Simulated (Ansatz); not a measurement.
# Phase order of Nb along its cold isotherm

All-electron LAPW in Ansatz 0.2.0 under LDA, scalar-relativistic, energies extrapolated to zero smearing. Each structure type was compressed from its own relaxed volume, symmetry kept and shape relaxed on PAW files, and E(V) was fitted to energies and pressures; H = E + pV has no temperature or zero-point term. Only these types were tried: bcc (Im-3m, 16×16×16 mesh, 17.13 Å³/atom at rest); sc (Pm-3m, 14×14×14 mesh, 18.83 Å³/atom at rest); hcp (P6_3/mmc, 15×15×8 mesh, 17.64 Å³/atom at rest); fcc (Fm-3m, 18×18×18 mesh, 17.73 Å³/atom at rest). Spin polarisation is left out. Spin–orbit coupling is left out; Fermi–Dirac smearing is 0.05 to 0.1 eV. Enthalpies carry a few meV/atom of noise from meshes and fits.

Enthalpies against bcc:

```csv
p (GPa),bcc (meV/atom),sc (meV/atom),hcp (meV/atom),fcc (meV/atom)
0,0,1022,322,368
18,0,1183,371,429
48,0,1387,436,510
89,0,1617,513,597
180,0,2023,623,696
300,0,2435,661,691
450,0,2888,632,606
570,0,3245,598,543
```

Problem. What sequence of phases does this give?

Solution. Among the types tried, bcc is lowest at zero pressure and stays so up to 590 GPa.
